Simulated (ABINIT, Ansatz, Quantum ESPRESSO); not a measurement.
One calculation of GaF, 4 ways

```xyz
2
Lattice="3.1659 0.0000 0.0000 0.0000 3.1659 0.0000 0.0000 0.0000 3.1659" Properties=species:S:1:pos:R:3 pbc="T T T"
Ga   -0.0040    0.0182    0.0024
F     1.5286    1.5399    1.5658
```

The cell comes from a database or a generator and needn't be the stable form of this composition.

Atoms were shifted at random by some hundredths of an Å from the given cell, which wasn't relaxed again for these runs.

Alike in all runs: task single point; functional PBE; k mesh 8 × 8 × 8; occupations fermi-dirac, width 0.05 eV; no spin polarisation; no spin-orbit coupling. Pressure is positive in compression and, in plane waves, holds the error of the finite cutoff, which Ansatz's Pulay term estimates and takes out.

```csv
program and potentials,plane-wave cutoff (eV),notes,band gap (eV),pressure (GPa),largest force (eV/Å),energy over the undisturbed cell (meV/atom)
"Ansatz, all-electron LAPW, scalar-relativistic",-,-,0.34,0.09,0.082,-
"Quantum ESPRESSO, SSSP 1.3 efficiency PBE",952,-,0.34,-0.01,0.081,-1.66
"Ansatz, Ansatz PAW (earlier soft set)",420,Pulay term of +0.24 GPa included,0.35,0.11,0.082,-1.68
"ABINIT, JTH PAW PBE v2.0",626,-,0.34,-0.09,0.083,-1.49
```

Force on atom 1 (Ga), eV/Å:

```
                        program and potentials      x      y      z
Ansatz, all-electron LAPW, scalar-relativistic  0.051  0.062  0.020
     Quantum ESPRESSO, SSSP 1.3 efficiency PBE  0.050  0.061  0.020
         Ansatz, Ansatz PAW (earlier soft set)  0.051  0.061  0.020
                      ABINIT, JTH PAW PBE v2.0  0.053  0.061  0.016
```

The band gap spans 0.34 (Ansatz, all-electron LAPW, scalar-relativistic) to 0.35 eV (Ansatz, Ansatz PAW (earlier soft set)), with all-electron results at 0.34. The pressure spans -0.09 (ABINIT, JTH PAW PBE v2.0) to 0.11 GPa (Ansatz, Ansatz PAW (earlier soft set)), with all-electron results at 0.09. The gap is indirect and read on the mesh alone.

The functional is the same throughout but for its coding, so the spread measures potentials, basis and numerics; runs on potential files found faulty are left out.
